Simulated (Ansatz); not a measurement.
AgPt:
```
AgPt
1.0
    2.74691     0.00000     0.00000
    0.00000     2.74691     0.00000
    0.00000     0.00000     4.16935
Ag Pt
1 1
Cartesian
  0.00000   0.00000   0.00000
  1.37346   1.37346   2.08468
```

Relaxed with PBEsol. Special points in fractions of this cell's reciprocal vectors: Γ (0.000, 0.000, 0.000); X (0.000, 0.500, 0.000); M (0.500, 0.500, 0.000); Z (0.000, 0.000, 0.500); R (0.000, 0.500, 0.500); A (0.500, 0.500, 0.500).

Problem. List the band energies nearest the Fermi level at these points for PBEsol (plane waves, PAW; program Ansatz).

Solution. In eV from the Fermi level; about four levels below and three above (degenerate sets whole), none deeper than 8.9 eV; … stands for higher levels left out; points with the same levels are listed once.

| k | below | above |
|---|---|---|
| Γ | -2.82 -2.55 -0.16 -0.16 | 0.15 1.32 7.46 |
| X | -3.38 -3.23 -1.69 -0.69 | 0.44 2.71 9.56 |
| M | -1.85 -0.80 -0.80 -0.22 | 1.41 2.57 2.57 |
| Z | -2.77 -2.53 -1.08 -1.08 | 0.07 15.17 … |
| R | -0.98 -0.23 -0.09 -0.03 | 0.03 4.95 6.17 |
| A | -3.62 -3.62 -3.36 -1.96 -1.22 | 1.41 7.15 7.15 |

Space group P4/mmm (L1₀ or tetragonal B2). The start of the workflow was typed in or built on a structure type; neither database checked (COD, Materials Project) lists it. Its standing as an ambient phase is unchecked. Symmetry was held in the PBEsol relaxation; its stability against distortions is not shown here. No spin polarisation was allowed. Spin–orbit coupling is left out wherever it is not named.

Potentials: the earlier of the program's two PAW sets. The files were generated under PBE; for other functionals the program regenerates the frozen cores, and for LDA and PBEsol the local potential too.
